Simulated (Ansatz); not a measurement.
In PBE (plane waves, PAW; program Ansatz), Ga in the α-Ga structure (Cmce) relaxes to a = 4.580 Å, b = 7.743 Å, c = 4.583 Å.

Electronic character: metallic (no gap).

The PBE relaxation kept the symmetry of its start. Axis ratios of metals converge slowly with the k-mesh, so a and c are less sure than the volume. Scalar-relativistic: spin–orbit coupling is off unless named, which matters more the heavier the elements.

Potentials: the later of the program's two PAW sets.
